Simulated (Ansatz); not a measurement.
SrO (rock salt)

```xyz
2
Lattice="0.0000 2.5611 2.5611 2.5611 0.0000 2.5611 2.5611 2.5611 0.0000" Properties=species:S:1:pos:R:3 pbc="T T T"
O      0.0000     0.0000     0.0000
Sr     2.5611     2.5611     2.5611
```

Scan: atom 2 (Sr, nearest neighbour O at 2.561 Å; its periodic images, 3.6 Å or more away, move with it) is displaced towards the nearest neighbour, direction (-1.000, 0.000, 0.000) in Cartesian axes, by s. The other atoms stay.

All values below come from PBEsol (plane waves to 420 eV, PAW, scalar-relativistic; Ansatz, an electronic-structure program). k mesh 9×9×9 (Γ-centred), Fermi-Dirac smearing 0.05 eV. The energy includes the smearing's −TS. SrO was relaxed with its symmetry unable to fall. ΔE is measured from the undisplaced structure.

```
s (Å)   ΔE (meV/cell)
------  -------------
-0.510            568
-0.408            295
-0.306            136
-0.204             51
-0.102             11
0.000               0
0.102              11
0.204              51
0.306             136
0.408             295
0.510             568
```

Question: What force constant k = d²E/ds² at s = 0 does the table give?

Answer: 2.0 eV/Å². It is the second difference of the nearest points, corrected with the next pair.

Question: With k = 2.05 eV/Å² from the forces, is the well harmonic out to s = 0.510 Å?

Answer: ½ks² = 267 meV/cell against the computed 568 meV/cell, so the well is stiffer than harmonic there.

(For displaced atoms, the force is minus the slope of the energy, and its curvature is a force constant, which sets phonon frequencies.)
